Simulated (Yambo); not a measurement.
G0W0@LDA for SrNiF₆ (space group R-3m, No. 166) in Yambo. Reference settings: 2×2×2 Γ-centred k mesh, bands 5 to 156 and a 7 Ry block in the screening, 156 bands in G with the Bruneval-Gonze terminator, plasmon pole fitted at 27.2 eV. The LDA gap F → Γ on this mesh is 1.14 eV; G0W0 gaps are taken between the same points.

With and without the terminator, as bands are cut:

| bands in G (in W) | gap, terminator (eV) | gap, none (eV) | valence shift, terminator (eV) | valence shift, none (eV) |
|---|---|---|---|---|
| 71 (156) | 3.905 | 3.947 | -1.171 | -0.699 |
| 106 (156) | 3.902 | 3.928 | -1.159 | -0.831 |
| 156 (156) | 3.895 | 3.909 | -1.150 | -0.932 |

Over this range the gap spans 0.010 eV with the terminator and 0.038 eV without, the valence shift 0.021 eV and 0.233 eV. Neither column has reached its limit for certain.

Geometry of the Materials Project entry, not relaxed at this level; primitive cell a = b = c = 4.6561 Å, α = β = γ = 99.44°.

The runs are not spin-polarised; magnetic order was not tried.

A shift is the quasiparticle energy of the state minus its LDA energy.
